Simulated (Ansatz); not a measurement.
Here is the system:

WS₂:
Space group P6₃/mmc (No. 194); a = b = 3.1541 Å, c = 12.1348 Å, α = β = 90.00°, γ = 120.00°

```json
[
 {"atom": "W", "site": "2c", "symmetry": "-6m2", "x": "0.3333", "y": "0.6667", "z": "0.2500"},
 {"atom": "S", "site": "4f", "symmetry": "3m.", "x": "0.6667", "y": "0.3333", "z": "0.1202"}
]
```

This is the PBE+D3(BJ)-relaxed structure.

**Question.** All from plane-wave PAW PBE+D3(BJ) (Ansatz code), unless another level is named. Give the electron effective mass with spin–orbit coupling.

**Answer.** 0.48, 0.51, 0.54 mₑ (principal values).

**Question.** Predict the smallest direct gap on the standard path.

**Answer.** 1.83 eV.

**Question.** Predict the weight of the valence-edge state by species (Voronoi cells).

**Answer.** W 56 %, S 44 %.

**Question.** What about the conduction-band minimum?

**Answer.** on the K–Γ line, 48 % of the way from K (6 equivalent valleys).

Space group P6_3/mmc. The PBE+D3(BJ) relaxation kept the symmetry of its start. No spin polarisation was allowed. Scalar-relativistic: spin–orbit coupling is off unless named, which matters more the heavier the elements.

Potentials: the earlier of the program's two PAW sets.
